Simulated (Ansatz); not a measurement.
**Profile along the C–Ti line in TiC (rock salt)**

TiC (rock salt)

```yaml
crystal:
  lattice:
    - [0.00000, 2.16633, 2.16633]
    - [2.16633, 0.00000, 2.16633]
    - [2.16633, 2.16633, 0.00000]
  atoms:
    - { symbol: C, position: [0.00000, 0.00000, 0.00000] }
    - { symbol: Ti, position: [0.50000, 0.50000, 0.50000] }
```

Fields along a shortest C–Ti line of a {100} plane (2.17 Å), from C to Ti, interpolated on the slice's grid (step about 0.1 Å). Method: PBE (plane waves to 420 eV, PAW, scalar-relativistic; Ansatz, a first-principles code). k mesh 18×18×18. Near the nuclei the fields are pseudised (PAW); where an atom keeps semicore shells as valence, they peak there. The PAW data are Ansatz's earlier set. TiC is run without spin polarisation. TiC was relaxed with its symmetry unable to fall.

```tsv
distance from C (Å)	valence electron density (e/Å³)	electron localisation function
0.00	1.44	x
0.22	1.63	x
0.43	1.56	0.57
0.65	1.06	0.78
0.87	0.65	0.68
1.08	0.51	0.26
1.30	0.83	0.31
1.52	2.69	0.69
1.74	6.77	0.76
1.95	10.70	x
2.17	12.13	x
```

x: too close to a nucleus for the ELF to mean much.

Density on the C–Ti line (2.17 Å) at its midpoint: 0.51 e/Å³. ELF at that point: 0.26.
